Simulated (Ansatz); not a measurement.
MoS2:
```
CELL_PARAMETERS angstrom
      3.17222     0.00000     0.00000
     -1.58611     2.74722     0.00000
      0.00000     0.00000     6.86857
ATOMIC_POSITIONS crystal
  Mo 0.00000 0.00000 0.00000
  S  0.33333 0.66667 0.22629
  S  0.33333 0.66667 0.77371
```

Relaxed with r²SCAN+D4.

Problem. Map the electron localisation function on the plane through (0.000, 0.000, 0.000) spanned by u = [0, 0, 1] and v = [1, -1, 0] in lattice vectors, from DFT-r²SCAN+D4 in the program Ansatz with PAW potentials.

Solution. x is the fraction of u, y of v (the angle between them is 90°; rows are the nearest grid lines); atoms in the plane: Mo at (0.00, 0.00), S at (0.23, 0.33), S at (0.77, 0.33).
```
y \ x   0.000  0.0882  0.176  0.265  0.353  0.441  0.559  0.647  0.735  0.824  0.912   1.00
------  -----  ------  -----  -----  -----  -----  -----  -----  -----  -----  -----  -----
1.00    0.233   0.758  0.179  0.099  0.021  0.004  0.004  0.021  0.099  0.179  0.758  0.233
0.926   0.721   0.619  0.166  0.117  0.029  0.006  0.006  0.029  0.117  0.166  0.619  0.721
0.852   0.605   0.168  0.152  0.108  0.034  0.008  0.008  0.034  0.108  0.152  0.168  0.605
0.778   0.219   0.118  0.118  0.071  0.028  0.008  0.008  0.028  0.071  0.118  0.118  0.219
0.704   0.442   0.203  0.070  0.035  0.017  0.006  0.006  0.017  0.035  0.070  0.203  0.442
0.630   0.459   0.216  0.080  0.043  0.020  0.007  0.007  0.020  0.043  0.080  0.216  0.459
0.556   0.371   0.326  0.472  0.479  0.322  0.043  0.043  0.322  0.479  0.472  0.326  0.371
0.444   0.208   0.636  0.777  0.798  0.896  0.364  0.364  0.896  0.798  0.777  0.636  0.208
0.370   0.163   0.671  0.289  0.351  0.946  0.532  0.532  0.946  0.351  0.289  0.671  0.163
0.296   0.158   0.672  0.302  0.361  0.947  0.532  0.532  0.947  0.361  0.302  0.672  0.158
0.222   0.119   0.582  0.846  0.839  0.898  0.362  0.362  0.898  0.839  0.846  0.582  0.119
0.148   0.495   0.289  0.757  0.785  0.653  0.113  0.113  0.653  0.785  0.757  0.289  0.495
0.0741  0.695   0.634  0.258  0.273  0.087  0.012  0.012  0.087  0.273  0.258  0.634  0.695
0.000   0.233   0.758  0.179  0.099  0.021  0.004  0.004  0.021  0.099  0.179  0.758  0.233
```

The density is the valence pseudo-density with augmentation charge, so density and ELF within about 1 Å of a nucleus are not all-electron values.

Space group P-6m2. The workflow started from a Materials Project entry (that database holds measured and hypothetical structures alike); the Crystallography Open Database copy checked does not list it. It is not the phase usual at ambient conditions (space group No. 160, 194). The cell keeps a stress of up to 0.2 GPa. Symmetry was held in the r²SCAN+D4 relaxation. At this level the phase is mechanically unstable. No spin polarisation was allowed.

Potentials: the later of the program's two PAW sets.
